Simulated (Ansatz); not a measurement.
GaN (zinc blende)

```xyz
2
Lattice="0.0000 2.2743 2.2743 2.2743 0.0000 2.2743 2.2743 2.2743 0.0000" Properties=species:S:1:pos:R:3 pbc="T T T"
N      3.4114     3.4114     3.4114
Ga     0.0000     0.0000     0.0000
```

The slice is a {111} plane (indices of the conventional cell) through the point (0.000, 0.000, 0.000) (fractional), spanned by u = [100] and v = [-1 2 0] in vectors of this cell: u (3.22 Å) and v (5.57 Å, at 90° to u). It covers one period; positions are fractions (u, v).

Computed with PBE (plane waves to 420 eV, PAW, scalar-relativistic; Ansatz, an electronic-structure program). k mesh 12×12×12. Inside the PAW spheres the values are not all-electron values, and peaks at nuclei hang on which shells count as valence. GaN was relaxed with its symmetry unable to fall.

Sketch the density of the lowest conduction band (whole band as if filled, smooth part) on this plane as a map.


```tsv
v \ u	0.00	0.08	0.17	0.25	0.33	0.42	0.50	0.58	0.67	0.75	0.83	0.92
0.90	0.120	0.109	0.074	0.037	0.033	0.070	0.098	0.070	0.033	0.037	0.074	0.109
0.80	0.123	0.106	0.068	0.038	0.050	0.111	0.151	0.111	0.050	0.038	0.068	0.106
0.70	0.111	0.105	0.088	0.066	0.045	0.032	0.029	0.032	0.045	0.066	0.088	0.105
0.60	0.102	0.107	0.118	0.125	0.114	0.102	0.101	0.102	0.114	0.125	0.118	0.107
0.50	0.046	0.051	0.067	0.091	0.112	0.133	0.145	0.133	0.112	0.091	0.067	0.051
0.40	0.098	0.070	0.033	0.037	0.074	0.109	0.120	0.109	0.074	0.037	0.033	0.070
0.30	0.151	0.111	0.050	0.038	0.068	0.106	0.123	0.106	0.068	0.038	0.050	0.111
0.20	0.029	0.032	0.045	0.066	0.088	0.105	0.111	0.105	0.088	0.066	0.045	0.032
0.10	0.101	0.102	0.114	0.125	0.118	0.107	0.102	0.107	0.118	0.125	0.114	0.102
0.00	0.145	0.133	0.112	0.091	0.067	0.051	0.046	0.051	0.067	0.091	0.112	0.133
```

Values: density of the lowest conduction band (whole band as if filled, smooth part) in e/Å³.
